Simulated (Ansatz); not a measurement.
# BaCu₃ in the AuCu3-type structure

Level of theory: DFT, PBE, scalar-relativistic, no spin polarisation; plane waves to 420 eV with PAW datasets (Ansatz 0.2.0), Γ-centred 8×8×8 mesh, 0.05 eV Gaussian smearing; PAW files: Ansatz's generated set soft_2.

```
Ba Cu
1.0
     4.44997    0.00000    0.00000
     0.00000    4.44997    0.00000
     0.00000    0.00000    4.44997
Ba Cu
1 3
Direct
  0.00000 0.00000 0.00000
  0.00000 0.50000 0.50000
  0.50000 0.50000 0.00000
  0.50000 0.00000 0.50000
```

The structure was built from a prototype; whether the compound forms in it isn't claimed.

Task: Which orbitals carry the states at the Fermi level, and how many states are there?

Result: Within 0.1 eV of it: Cu 4s 76 %, Cu 3d 20 % (shares among the projected shells; no valence p shell of Cu is among them). The density of states at the Fermi level is about 2.1 states/eV per cell, averaged over 0.3 eV.

Density of states (tetrahedra, averaged over 0.5 eV; states/eV per cell of 4 atoms; energy in eV from the Fermi level; projections on Löwdin-orthogonalised atomic orbitals, summed over sites):

| E | total | Cu 3d | Cu 4s | Ba 6s | Ba 5p | Ba 5s |
| --- | --- | --- | --- | --- | --- | --- |
| -5.60 | 0.0 | 0.0 | 0.0 | 0.0 | 0.0 | 0.0 |
| -5.10 | 0.2 | 0.0 | 0.1 | 0.1 | 0.0 | 0.0 |
| -4.60 | 0.4 | 0.0 | 0.2 | 0.1 | 0.0 | 0.0 |
| -4.10 | 0.7 | 0.0 | 0.4 | 0.2 | 0.0 | 0.0 |
| -3.60 | 2.2 | 0.5 | 1.3 | 0.2 | 0.1 | 0.0 |
| -3.10 | 5.9 | 4.1 | 1.4 | 0.2 | 0.1 | 0.0 |
| -2.60 | 20.0 | 19.0 | 0.4 | 0.1 | 0.1 | 0.0 |
| -2.10 | 31.2 | 30.2 | 0.6 | 0.0 | 0.1 | 0.0 |
| -1.60 | 4.4 | 3.9 | 0.3 | 0.1 | 0.0 | 0.0 |
| -1.10 | 1.5 | 0.4 | 0.5 | 0.3 | 0.0 | 0.0 |
| -0.60 | 1.5 | 0.4 | 0.8 | 0.2 | 0.0 | 0.0 |
| -0.10 | 2.7 | 0.5 | 1.8 | 0.0 | 0.0 | 0.0 |
| 0.40 | 1.6 | 0.2 | 0.8 | 0.2 | 0.0 | 0.0 |
| 0.90 | 2.0 | 0.1 | 0.4 | 0.3 | 0.0 | 0.0 |
| 1.40 | 3.5 | 0.1 | 0.2 | 0.1 | 0.0 | 0.0 |
| 1.90 | 3.2 | 0.1 | 0.1 | 0.1 | 0.0 | 0.0 |
| 2.40 | 1.7 | 0.0 | 0.0 | 0.0 | 0.0 | 0.0 |
| 2.90 | 1.2 | 0.0 | 0.1 | 0.0 | 0.0 | 0.0 |
| 3.40 | 1.0 | 0.0 | 0.2 | 0.0 | 0.0 | 0.0 |
| 3.90 | 1.8 | 0.0 | 0.3 | 0.1 | 0.0 | 0.0 |
| 4.40 | 2.4 | 0.0 | 0.2 | 0.1 | 0.0 | 0.0 |
| 4.90 | 2.3 | 0.0 | 0.1 | 0.1 | 0.0 | 0.0 |
| 5.40 | 3.1 | 0.0 | 0.1 | 0.1 | 0.0 | 0.0 |
| 5.90 | 3.5 | 0.0 | 0.1 | 0.1 | 0.0 | 0.0 |

The calculation's cell holds 67 valence electrons, an odd number. Without magnetic order each band takes two, so one stays part-filled and the crystal must be a metal. (Only strong correlation, outside this picture, could make a Mott insulator of it.)

Spin–orbit coupling, which matters for such heavy elements, is left out. A displaced or strained copy of the relaxed cell lay 3.7 meV/atom lower, so the structure isn't a true minimum at this level, unless the mesh, which matters in a metal, makes it so.
